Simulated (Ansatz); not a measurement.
## What internal relaxation does to the elastic constants of Li4SO

These are results of Ansatz 0.2.0, DFT PBEsol, scalar-relativistic, plane waves, PAW, not measurements. Settings: 420 eV plane-wave cutoff, Γ-centred 9×9×9 mesh, fixed occupations. No spin polarisation.

The cell, relaxed at this level:
```
Li S O
1.0
     1.84329    1.06422    5.81925
    -1.84329    1.06422    5.81925
     0.00000   -2.12845    5.81925
Li S O
4 1 1
Direct
  0.61145 0.61145 0.61145
  0.13649 0.13649 0.13649
  0.86351 0.86351 0.86351
  0.38855 0.38855 0.38855
  0.00000 0.00000 0.00000
  0.50000 0.50000 0.50000
```

This structure is a trial: an element of a database structure was replaced and the cell relaxed, so another structure or a mixture of phases may lie lower.

Clamped-ion constants (GPa, Voigt order; atoms follow the strain homogeneously):
C11 = 108.4, C12 = 20.4, C13 = 27.7, C14 = 1.0, C22 = 108.4, C23 = 27.7, C24 = -1.0, C33 = 135.2, C44 = 52.0, C55 = 52.0, C56 = 1.0, C66 = 44.0 GPa; the others vanish.

What are the constants once the atoms relax in each strained cell?

## Answers

C11 = 82.1, C12 = 45.9, C13 = 29.9, C14 = 3.0, C22 = 82.1, C23 = 29.9, C24 = -3.0, C33 = 117.1, C44 = 51.8, C55 = 51.8, C56 = 3.0, C66 = 18.1 GPa; the others vanish.
The Voigt shear modulus goes from 48.0 to 36.0 GPa and the Voigt bulk modulus from 55.9 to 54.7 GPa. Relaxation subtracts ΛᵀK⁻¹Λ/V, with Λ the forces that a strain puts on the atoms and K the zone-centre force constants. At a stable cell this can only lower the diagonal constants, and it acts only for strains that share their symmetry with an optical mode; elsewhere, and where the coupling is weak, the constants hardly move.